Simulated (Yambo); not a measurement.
Yambo run on ZnS (zinc blende, space group F-43m, No. 216) under isotropic strain of -1.5 % on all lattice vectors. The wavefunctions come from this Quantum ESPRESSO step (PBEsol, PseudoDojo standard norm-conserving files, scalar-relativistic):

```
&CONTROL
  calculation = 'nscf'
  pseudo_dir = './pseudo'
  outdir = './out'
/
&SYSTEM
  ibrav = 0
  nat = 2
  ntyp = 2
  ecutwfc = 84.0
  ecutrho = 336.0
  occupations = 'fixed'
  force_symmorphic = .true.
  nbnd = 153
/
&ELECTRONS
  conv_thr = 2e-09
  diago_full_acc = .true.
  diago_thr_init = 1e-08
/
ATOMIC_SPECIES
S 32.0600 S.upf
Zn 65.3800 Zn.upf
CELL_PARAMETERS angstrom
  0.000000000000   2.637618567013   2.637618567013
  2.637618567013   0.000000000000   2.637618567013
  2.637618567013   2.637618567013   0.000000000000
ATOMIC_POSITIONS crystal
S   0.749999787868   0.749999787868   0.749999787868
Zn   0.999999787868   0.999999787868   0.999999787868
K_POINTS automatic
4 4 4 0 0 0
```

Yambo input:

```
rim_cut
gw0
dyson
el_el_corr
HF_and_locXC
ppa
em1d
RandQpts= 1000000
RandGvec= 1 Ry
EXXRLvcs= 84 Ry
VXCRLvcs= 336 Ry
Chimod= "HARTREE"
% BndsRnXp
 5 | 151 |
%
NGsBlkXp= 14 Ry
% LongDrXp
 1.0 | 1.0 | 1.0 |
%
PPAPntXp= 27.2114 eV
% GbndRnge
 1 | 151 |
%
GTermKind= "BG"
DysSolver= "n"
ExtendOut
% QPkrange
 1 | 1 | 13 | 14 |
 3 | 3 | 13 | 14 |
 8 | 8 | 13 | 14 |
%
```

k points by index: 1 = Γ, 3 = L, 8 = W.

Table of the .qp output:

```
#    K-point    Band    Eo [eV]    E [eV]    E-Eo [eV]    Vxc [eV]    Vnlxc [eV]    Sc|Eo [eV]    Sc|E [eV]    dSc/dw|Eo [eV]    Re(Z)    Im(Z)
#
    1    13    0.000000    -1.097456    -1.097456    -17.19284    -20.57032    1.991110    2.280029    -7.163153    0.791613    -0.001208
    1    14    2.287604    2.536212    0.248608    -11.67944    -7.118717    -4.255626    -4.312110    -6.180278    0.814914    -0.001089
    3    13    -0.985530    -2.119867    -1.134337    -15.93448    -19.51454    2.146692    2.445722    -7.172846    0.791390    -0.001107
    3    14    3.319966    3.691988    0.372022    -12.20743    -7.569541    -4.181971    -4.265868    -6.134975    0.816021    -0.001124
    8    13    -3.041920    -4.292627    -1.250707    -16.46325    -21.05855    3.023076    3.344594    -6.988327    0.795581    -0.007991
    8    14    5.528297    5.771386    0.243089    -11.78718    -7.359486    -4.124888    -4.184601    -6.639983    0.803355    -0.019927
```
(The two width columns are left out.) Convergence of these settings isn't established.

Geometry strained from the cell relaxed with PBEsol, atoms relaxed again.
